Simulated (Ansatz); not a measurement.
Geometry optimisation in Ansatz: input, command and trajectory.

```yaml
crystal:
  lattice:
    - [6.643342, 0.424962, 0.244107]
    - [0.424962, 7.10344, -0.023133]
    - [0.244107, -0.023133, 6.533752]
  atoms:
    - { symbol: Ru, position: [0.3745062709, 0.4098996154, 0.9915827399] }
    - { symbol: Ru, position: [0.6341883638, 0.3846058075, 0.2738052986] }
    - { symbol: Ru, position: [0.8637404599, 0.6610913048, 0.2848339791] }
    - { symbol: Ru, position: [0.7006618057, 0.2482327096, 0.8873127912] }
    - { symbol: Ru, position: [0.6538761417, 0.0011164924, 0.1957224307] }
    - { symbol: Ru, position: [0.3034473718, 0.1113282584, 0.4008062621] }
    - { symbol: Ru, position: [0.8813656962, 0.8637254613, 0.8454975352] }
    - { symbol: Ru, position: [0.108020278, 0.1308636802, 0.7728575405] }
    - { symbol: Ru, position: [0.8120984079, 0.1186125019, 0.5055074478] }
    - { symbol: Ru, position: [0.0345238273, 0.3167079405, 0.1504378931] }
    - { symbol: Ru, position: [0.987831709, 0.5240816533, 0.8637213034] }
    - { symbol: Ru, position: [0.608356909, 0.6786029995, 0.0112629232] }
    - { symbol: Ru, position: [0.6656634512, 0.5797116164, 0.6202604111] }
    - { symbol: Ru, position: [0.5190350618, 0.9761267406, 0.7155019661] }
    - { symbol: Ru, position: [0.4128904331, 0.3327117887, 0.6265312625] }
    - { symbol: Ni, position: [0.2956135419, 0.6791205679, 0.7407661925] }
    - { symbol: Ni, position: [0.007837863, 0.3940574966, 0.5322860458] }
    - { symbol: Ni, position: [0.9978161251, 0.9934195028, 0.1758358178] }
    - { symbol: Ni, position: [0.2232317467, 0.7357566937, 0.0973415792] }
    - { symbol: Ni, position: [0.1023294531, 0.8377170404, 0.4919466977] }
    - { symbol: Co, position: [0.3221847824, 0.0453142468, 0.0492377341] }
    - { symbol: Co, position: [0.2577604162, 0.5104775862, 0.3512862258] }
    - { symbol: Co, position: [0.4681408056, 0.7545216034, 0.3767976166] }
    - { symbol: B, position: [0.7683560296, 0.8471126, 0.5224808414] }
  symmetry: { detect: false }
basis:
  ecutwfc: 420
kpoints:
  mp_grid: { grid: [2, 2, 2], shift: [0.5, 0.5, 0.5] }
hamiltonian:
  xc: pbe
scf:
  occupations: { method: gaussian, width: 0.1 }
  lower_state_search: "off"
output:
  forces: true
  stress: true
  eigenvalues: true
relax:
  adjacent_minimum: "off"
  f_tol: 0.04
  max_steps: 70
  cell: { stress_tol: 0.3 }
```

```bash
ansatz run input.yaml --threads 2 --pin off --max-ram 5120MiB --backend cpu --events-out ev --progress --plain --runs-dir out
```

Method: DFT PBE, scalar-relativistic, plane waves, PAW in Ansatz.

Of 19 frames 8 are shown, positions in Å and forces in eV/Å; the SCF threshold varies from step to step. Steps run on the plane waves of an earlier cell, with a Pulay correction in the pressure. The basis is chosen afresh for the last frame, the zero of the energies, and can be on the way; energy and pressure step there, also at an unchanged geometry.

```xyz
24
Lattice="6.6433 0.4250 0.2441 0.4250 7.1034 -0.0231 0.2441 -0.0231 6.5338" Properties=species:S:1:pos:R:3:forces:R:3 pbc="T T T" step=1 free_energy_over_end_meV_per_atom=96.78 pressure_GPa=4.42
Ru    2.9042    3.0479    6.5607   -1.2900    0.3170    0.8220
Ru    4.4434    2.9952    1.9349   -0.2480    0.0860    0.1990
Ru    6.0886    5.0565    2.0566    0.6670    0.0070   -0.9360
Ru    4.9768    2.0405    5.9628    1.3540   -0.1510   -0.2700
Ru    4.3922    0.2813    1.4384   -1.5430   -0.0020   -0.5210
Ru    2.1611    0.9105    2.6903   -0.6990   -0.2650   -0.6970
Ru    6.4287    6.4904    5.7194    0.3890    0.4820   -0.8640
Ru    0.9619    0.9576    5.0730    0.3940   -0.5080    0.1550
Ru    5.5689    1.1760    3.4984    0.1870    1.7320    1.0930
Ru    0.4007    2.2609    0.9840   -0.0750   -0.8760    0.4900
Ru    6.9961    4.1226    5.8724   -0.2210   -0.0610    0.3780
Ru    4.3327    5.0787    0.2064   -0.4060   -0.3900   -0.0940
Ru    4.8200    4.3865    4.2017    0.8480   -0.1860    1.3000
Ru    4.0376    7.1379    4.7790   -1.1780   -0.5270    0.3720
Ru    3.0373    2.5244    4.1867    0.8410    0.1240    0.1270
Ni    2.4333    4.9326    4.8964    0.2130    0.2520   -0.2760
Ni    0.3495    2.7902    3.4706   -0.2760   -0.4340   -0.1950
Ni    7.0939    7.4767    1.3695    0.8230    0.2360   -0.0960
Ni    1.8194    5.3190    0.6735   -0.1820   -0.0500   -0.1680
Ni    1.1559    5.9828    3.2199   -0.1460    0.1390   -0.0200
Co    2.1717    0.4577    0.3993    0.4190    0.3340   -0.5820
Co    2.0151    3.7276    2.3463   -0.0180   -0.0170   -0.0380
Co    3.5226    5.5499    2.5587   -0.0270    0.5610   -0.1470
B     5.5920    6.3318    3.5817    0.1750   -0.8020   -0.0310
24
Lattice="6.6165 0.5143 -0.0444 0.5424 6.8902 -0.2700 -0.0372 -0.2279 6.7887" Properties=species:S:1:pos:R:3:forces:R:3 pbc="T T T" step=4 free_energy_over_end_meV_per_atom=14.83 pressure_GPa=0.37
Ru    2.5481    2.4161    6.7106    0.1750   -0.1890    0.0010
Ru    4.3644    3.0163    1.7925    0.0250    0.2810   -0.0010
Ru    6.0807    4.9607    1.6360    0.0120   -0.0100   -0.1500
Ru    4.9647    1.9464    6.0366    0.0230    0.0920   -0.1000
Ru    4.1264    0.4840    1.1613    0.1380    0.2060   -0.0360
Ru    2.0011    0.8941    2.5868   -0.3780    0.1300   -0.0510
Ru    6.4165    6.3051    5.3269    0.0900   -0.0490    0.1050
Ru    0.8984    0.8742    5.0752   -0.1570    0.1120    0.0620
Ru    5.3314    1.2889    3.5099    0.0510   -0.1470    0.0380
Ru    0.3315    2.0607    1.0553    0.0220   -0.0590    0.2420
Ru    6.7624    3.8437    5.8143    0.0830    0.1180   -0.1670
Ru    4.2992    4.8599   -0.2397    0.0600    0.0420    0.0470
Ru    4.8472    4.2922    4.0815   -0.1350   -0.0710    0.1130
Ru    3.8932    6.7824    4.6080    0.2120    0.0670    0.0310
Ru    3.0646    2.4170    4.2026   -0.0280    0.1100   -0.0350
Ni    2.2830    4.6781    4.8694   -0.1220    0.1500   -0.0780
Ni    0.3689    2.7207    3.4961    0.0230   -0.1050    0.0260
Ni    7.0270    7.2192    0.9785    0.0870   -0.1100    0.0420
Ni    1.7329    4.9364    0.4375    0.0560   -0.0930    0.0380
Ni    1.1481    5.7915    3.1124    0.1580    0.0220   -0.0170
Co    1.9916    0.1289    0.2099   -0.2450   -0.4860    0.0150
Co    2.0176    3.5982    2.2621    0.1370   -0.1810   -0.0720
Co    3.5954    5.4989    2.2365   -0.2650    0.0110   -0.1580
B     5.4813    6.1547    3.1883   -0.0210    0.1600    0.1060
24
Lattice="6.6058 0.5355 0.0162 0.5628 6.9601 -0.3501 0.0279 -0.3050 6.7625" Properties=species:S:1:pos:R:3:forces:R:3 pbc="T T T" step=6 free_energy_over_end_meV_per_atom=8.50 pressure_GPa=-0.77
Ru    2.6449    2.1497    6.6895   -0.1320   -0.1500    0.0580
Ru    4.3565    3.1245    1.7719    0.2400   -0.1100    0.0940
Ru    6.1626    4.9087    1.6831   -0.1140    0.3540    0.0420
Ru    5.0458    2.0798    5.9268    0.0250    0.0050    0.1250
Ru    4.1557    0.6075    1.0770   -0.1060    0.0040   -0.1670
Ru    1.9584    0.8624    2.6096   -0.0110    0.0000    0.0540
Ru    6.4833    6.3090    5.3535   -0.1020   -0.0330    0.1300
Ru    0.9002    0.7756    5.0793    0.0200    0.0890    0.1560
Ru    5.3335    1.3285    3.4357   -0.0990    0.0700   -0.0970
Ru    0.2591    1.9240    1.0161    0.1210    0.2700   -0.0070
Ru    6.9176    3.8316    5.8225   -0.0340    0.0790    0.1750
Ru    4.3750    4.9818   -0.2380    0.1320   -0.1440    0.1120
Ru    4.8934    4.3696    4.0562    0.0250    0.2440    0.0560
Ru    4.0249    7.0229    4.6287   -0.0980   -0.0380   -0.1660
Ru    3.0435    2.5286    4.1823    0.0220   -0.0100   -0.0680
Ni    2.3780    4.8748    4.8261    0.0770    0.0350    0.0580
Ni    0.4092    2.6539    3.4879   -0.1930    0.0540   -0.0860
Ni    7.0497    7.0960    1.0032    0.1570    0.0250   -0.0790
Ni    1.9005    4.8442    0.4159   -0.1770   -0.0510   -0.2730
Ni    1.1867    5.7429    3.0506   -0.1040    0.1090   -0.0820
Co    1.9787    0.0052    0.2579   -0.1030   -0.1480    0.1520
Co    2.0016    3.4709    2.1705   -0.1910   -0.0070    0.0100
Co    3.6162    5.5781    2.1546    0.2400    0.0980    0.1980
B     5.3659    6.3161    3.1428    0.4040   -0.7430   -0.3950
24
Lattice="6.6503 0.5700 0.0233 0.6051 6.9306 -0.3701 0.0381 -0.3225 6.7441" Properties=species:S:1:pos:R:3:forces:R:3 pbc="T T T" step=9 free_energy_over_end_meV_per_atom=2.82 pressure_GPa=-0.33
Ru    2.6818    2.0946    6.6949    0.0670    0.0420   -0.1340
Ru    4.4017    3.1103    1.7737    0.1620    0.0380    0.0700
Ru    6.1705    4.9905    1.6489   -0.0200   -0.1470   -0.0180
Ru    5.1060    2.0663    5.9253   -0.1270   -0.0540    0.0530
Ru    4.2041    0.5838    1.0441    0.1230   -0.0370   -0.0640
Ru    2.0169    0.9014    2.5954   -0.0990   -0.0370    0.0930
Ru    6.5409    6.2812    5.3202    0.0620    0.0350    0.0220
Ru    0.9096    0.7430    5.0798   -0.0110   -0.0290   -0.0170
Ru    5.3574    1.3101    3.4130   -0.1270    0.0620   -0.0670
Ru    0.2906    1.9764    1.0107    0.0140   -0.0400    0.0070
Ru    6.9856    3.8268    5.7899   -0.0300   -0.0090    0.0230
Ru    4.3871    4.9227   -0.2235   -0.0660    0.0280    0.1240
Ru    4.9488    4.3359    4.0622   -0.0360    0.1550   -0.1470
Ru    4.0830    7.0116    4.5690    0.0400   -0.0050   -0.0740
Ru    3.0694    2.5490    4.1875   -0.0250    0.0340    0.0450
Ni    2.4409    4.9235    4.7656    0.0370   -0.0210    0.0520
Ni    0.3829    2.6068    3.4505    0.0390   -0.0200   -0.1340
Ni    7.1725    7.1646    0.9444   -0.0030    0.0740    0.0460
Ni    1.8960    4.8168    0.3556    0.0050   -0.0420    0.0500
Ni    1.2425    5.7574    2.9746   -0.1310    0.1230    0.0610
Co    2.0215   -0.0111    0.2664    0.0130   -0.0530    0.0260
Co    2.0096    3.4962    2.1737   -0.0260    0.0390   -0.0080
Co    3.6789    5.5705    2.1760    0.1250   -0.0060    0.0600
B     5.6081    6.2127    3.2370    0.0140   -0.1280   -0.0690
24
Lattice="6.6364 0.5582 0.0227 0.5924 6.9301 -0.3925 0.0381 -0.3436 6.7511" Properties=species:S:1:pos:R:3:forces:R:3 pbc="T T T" step=11 free_energy_over_end_meV_per_atom=1.73 pressure_GPa=-0.01
Ru    2.6758    2.0702    6.6864   -0.0290    0.0620    0.0220
Ru    4.3984    3.0972    1.7734   -0.0210    0.0250   -0.0090
Ru    6.1598    4.9544    1.6287   -0.0190   -0.0360   -0.0520
Ru    5.0809    2.0426    5.9150    0.0150    0.0040   -0.0210
Ru    4.2162    0.5700    1.0080   -0.0280    0.0070   -0.0760
Ru    2.0073    0.8843    2.6021   -0.0120    0.0050    0.0270
Ru    6.5265    6.2575    5.3364    0.0210    0.0230   -0.0270
Ru    0.9013    0.7237    5.0768   -0.0010   -0.0160   -0.0250
Ru    5.3012    1.2887    3.3964    0.0700    0.0240    0.0020
Ru    0.2922    1.9578    0.9826    0.0100    0.0500   -0.0360
Ru    6.9676    3.7945    5.7685    0.0330   -0.0260    0.0380
Ru    4.3603    4.9057   -0.2244    0.0230   -0.0340   -0.0170
Ru    4.9295    4.3417    4.0515   -0.0560   -0.0180    0.0370
Ru    4.0682    7.0010    4.5491    0.0340   -0.0280   -0.0460
Ru    3.0445    2.5470    4.1911    0.0010    0.0280    0.0250
Ni    2.4336    4.9187    4.7655    0.0060   -0.0120    0.0370
Ni    0.3543    2.5764    3.4202   -0.0250   -0.0320    0.0120
Ni    7.1559    7.1498    0.9553    0.0240   -0.0270    0.0610
Ni    1.8855    4.8099    0.3522   -0.0220    0.0030    0.0280
Ni    1.2199    5.7438    2.9782   -0.1110    0.0390    0.0200
Co    2.0177   -0.0120    0.2683   -0.0200   -0.0550   -0.0120
Co    1.9949    3.4829    2.1661    0.0200    0.0030   -0.0110
Co    3.6812    5.5648    2.1666    0.0470   -0.0230    0.0210
B     5.6132    6.1804    3.2225    0.0410    0.0320    0.0010
24
Lattice="6.6092 0.5518 0.0053 0.5837 6.9443 -0.4136 0.0207 -0.3622 6.7678" Properties=species:S:1:pos:R:3:forces:R:3 pbc="T T T" step=14 free_energy_over_end_meV_per_atom=0.56 pressure_GPa=0.05
Ru    2.6466    2.0748    6.6920   -0.0130    0.0000    0.0080
Ru    4.3767    3.0944    1.7626    0.0130   -0.0070    0.0050
Ru    6.1279    4.9415    1.5973    0.0040    0.0030   -0.0060
Ru    5.0466    2.0328    5.8852   -0.0250    0.0270    0.0120
Ru    4.1947    0.5665    0.9357    0.0100   -0.0310   -0.0350
Ru    1.9896    0.8724    2.5974   -0.0130    0.0030   -0.0040
Ru    6.5064    6.2525    5.3435   -0.0040   -0.0040   -0.0070
Ru    0.8881    0.7169    5.0629   -0.0120   -0.0090   -0.0070
Ru    5.2427    1.2686    3.3786    0.0320    0.0220   -0.0170
Ru    0.2908    1.9585    0.9580    0.0070    0.0010    0.0040
Ru    6.9408    3.7773    5.7436   -0.0030    0.0090    0.0000
Ru    4.3337    4.8893   -0.2457    0.0040   -0.0160    0.0000
Ru    4.8832    4.3508    4.0465    0.0190   -0.0010    0.0090
Ru    4.0499    6.9948    4.5348   -0.0030    0.0040    0.0250
Ru    3.0020    2.5398    4.1978    0.0330    0.0030    0.0260
Ni    2.4070    4.9059    4.7760   -0.0070    0.0060   -0.0010
Ni    0.3128    2.5572    3.4014    0.0030   -0.0060   -0.0090
Ni    7.1152    7.1621    0.9662   -0.0120   -0.0080   -0.0110
Ni    1.8657    4.8291    0.3636    0.0140    0.0110    0.0140
Ni    1.1860    5.7345    2.9915    0.0080   -0.0090   -0.0180
Co    1.9832   -0.0098    0.2488   -0.0350    0.0380   -0.0190
Co    1.9772    3.4789    2.1675   -0.0140   -0.0150   -0.0140
Co    3.6710    5.5732    2.1461    0.0160    0.0000    0.0220
B     5.6166    6.1706    3.2128   -0.0220   -0.0210    0.0240
24
Lattice="6.5965 0.5370 -0.0229 0.5690 6.9436 -0.4600 -0.0056 -0.4038 6.7878" Properties=species:S:1:pos:R:3:forces:R:3 pbc="T T T" step=16 free_energy_over_end_meV_per_atom=0.18 pressure_GPa=0.02
Ru    2.6164    2.0435    6.6862    0.0140   -0.0180   -0.0140
Ru    4.3722    3.0586    1.7410   -0.0040    0.0010    0.0160
Ru    6.1105    4.9089    1.5520    0.0120    0.0200   -0.0090
Ru    5.0145    1.9843    5.8667    0.0030   -0.0150    0.0080
Ru    4.1602    0.5307    0.8549    0.0000    0.0170    0.0090
Ru    1.9725    0.8420    2.5789   -0.0020    0.0010   -0.0030
Ru    6.4798    6.2226    5.2872    0.0030    0.0260   -0.0020
Ru    0.8565    0.7129    5.0338    0.0020    0.0080   -0.0060
Ru    5.2058    1.2222    3.3635   -0.0120   -0.0200    0.0290
Ru    0.2942    1.9538    0.9352    0.0120    0.0100   -0.0030
Ru    6.9030    3.7429    5.7153    0.0010    0.0040    0.0240
Ru    4.3034    4.8457   -0.2803   -0.0040   -0.0030   -0.0030
Ru    4.8560    4.3156    4.0358   -0.0010    0.0190    0.0030
Ru    4.0118    6.9587    4.5088   -0.0420    0.0120   -0.0190
Ru    2.9805    2.5007    4.1894   -0.0020   -0.0150   -0.0120
Ni    2.3650    4.8525    4.7577   -0.0090   -0.0150    0.0040
Ni    0.2868    2.5411    3.3769   -0.0150    0.0060   -0.0050
Ni    7.0543    7.1444    0.9151    0.0000   -0.0150   -0.0150
Ni    1.8600    4.8457    0.3664   -0.0030    0.0040    0.0140
Ni    1.1808    5.7032    2.9488    0.0200   -0.0090    0.0010
Co    1.9122    0.0135    0.2027    0.0100   -0.0220   -0.0130
Co    1.9724    3.4515    2.1516    0.0260    0.0290    0.0130
Co    3.6751    5.5506    2.1244   -0.0150    0.0010   -0.0210
B     5.5770    6.1239    3.1782    0.0070   -0.0250    0.0050
24
Lattice="6.5928 0.5228 -0.0372 0.5546 6.9442 -0.4867 -0.0184 -0.4280 6.7937" Properties=species:S:1:pos:R:3:forces:R:3 pbc="T T T" step=19 free_energy_over_end_meV_per_atom=0.00 pressure_GPa=0.02
Ru    2.6069    2.0204    6.6799   -0.0160   -0.0140    0.0190
Ru    4.3783    3.0310    1.7409    0.0070   -0.0010   -0.0050
Ru    6.0999    4.8956    1.5229   -0.0020   -0.0100    0.0040
Ru    4.9999    1.9306    5.8658    0.0100    0.0180   -0.0020
Ru    4.1381    0.5074    0.8321   -0.0090    0.0100    0.0010
Ru    1.9611    0.8299    2.5565   -0.0030   -0.0060   -0.0190
Ru    6.4654    6.2161    5.2389   -0.0150   -0.0020    0.0000
Ru    0.8468    0.7299    5.0106    0.0010    0.0130    0.0050
Ru    5.2005    1.1790    3.3707    0.0220   -0.0180   -0.0110
Ru    0.3027    1.9588    0.9232   -0.0260    0.0020   -0.0160
Ru    6.8644    3.7225    5.7013   -0.0150    0.0060   -0.0170
Ru    4.2781    4.8073   -0.2975    0.0100   -0.0080    0.0040
Ru    4.8319    4.3006    4.0291    0.0070   -0.0050    0.0100
Ru    3.9696    6.9286    4.4816   -0.0180   -0.0080    0.0210
Ru    2.9811    2.4624    4.1751    0.0100   -0.0170   -0.0170
Ni    2.3276    4.7939    4.7431   -0.0030   -0.0050   -0.0140
Ni    0.2643    2.5494    3.3571    0.0000    0.0030    0.0100
Ni    7.0190    7.1332    0.8764    0.0100   -0.0040    0.0030
Ni    1.8433    4.8505    0.3665    0.0040    0.0340    0.0170
Ni    1.1939    5.6953    2.9169    0.0060    0.0040    0.0090
Co    1.8779    0.0132    0.1679    0.0000    0.0010    0.0020
Co    1.9810    3.4476    2.1504    0.0090    0.0060    0.0080
Co    3.6675    5.5381    2.0957    0.0020   -0.0160    0.0240
B     5.5550    6.0864    3.1590    0.0100    0.0170   -0.0360
```

Time: 11 min on 2 threads of Arm Neoverse V1, with other jobs on the host, peak memory 1.2 GiB.

The k mesh is coarse. Spin polarisation was left out, and a magnetic state may lie lower.